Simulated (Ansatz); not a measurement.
Polymorphs of Ge2Sb2Te5, each relaxed with r²SCAN+D4 in the plane-wave PAW code Ansatz:

A: P-3m1
a = 4.2475 Å, b = 4.2475 Å, c = 17.3456 Å, α = 90.00°, β = 90.00°, γ = 120.00°

| atom | site | symmetry | x | y | z |
|---|---|---|---|---|---|
| Te | 1a | -3m. | 0.0000 | 0.0000 | 0.0000 |
| Ge | 2d | 3m. | 0.6667 | 0.3333 | 0.0987 |
| Te | 2d | 3m. | 0.3333 | 0.6667 | 0.1949 |
| Sb | 2c | 3m. | 0.0000 | 0.0000 | 0.3115 |
| Te | 2d | 3m. | 0.6667 | 0.3333 | 0.4097 |

B: P-3m1
a = 4.2185 Å, b = 4.2185 Å, c = 17.9462 Å, α = 90.00°, β = 90.00°, γ = 120.00°

```csv
atom,site,symmetry,x,y,z
Ge,2c,3m.,0.0000,0.0000,0.3342
Sb,2d,3m.,0.3333,0.6667,0.1122
Te,1a,-3m.,0.0000,0.0000,0.0000
Te,2d,3m.,0.6667,0.3333,0.2087
Te,2d,3m.,0.3333,0.6667,0.4123
```

Question: Order them by energy per atom at 0 K (lowest first) at the level r²SCAN+D4.

Answer: A (+0 meV/atom), B (+6 meV/atom)

Question: Give each one's gap.

Answer: A 0.38 eV; B no gap.

All cells were relaxed under the symmetry of their starts (and spin orders); stability against distortions was not tested throughout. Spin–orbit coupling is left out wherever it is not named.

Energies hold the estimated change up to a 700 eV cutoff; steps of a few meV lie near the error of the meshes.

Potentials: the later of the program's two PAW sets.
